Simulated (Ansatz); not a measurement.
### Question
Ge2Sb2Te5 in space group P-3m1 (No. 164; Pearson symbol hP9) is relaxed with LDA in the plane-wave PAW code Ansatz. What lattice parameters of the conventional cell result?

### Answer
a = 4.198 Å, c = 16.646 Å.

### Question
Give the free coordinates with the occupied sites.

### Answer
In one choice of origin and axes:

```tsv
atom	site	symmetry	x	y	z
Ge	2d	3m.	0.6667	0.3333	0.1008
Sb	2c	3m.	0.0000	0.0000	0.3187
Te	1a	-3m.	0.0000	0.0000	0.0000
Te	2d	3m.	0.3333	0.6667	0.1993
Te	2d	3m.	0.6667	0.3333	0.4218
```

### Question
Is it a metal or does it have a gap at this level?

### Answer
No gap at this level.

The LDA relaxation kept the symmetry of its start; of distortions, only those at the zone centre were tested. A crystal of weakly bound layers computed without a dispersion correction: the cell and the soft elastic constants depend strongly on that. Scalar-relativistic: spin–orbit coupling is off unless named, which matters more the heavier the elements.

Potentials: the later of the program's two PAW sets.
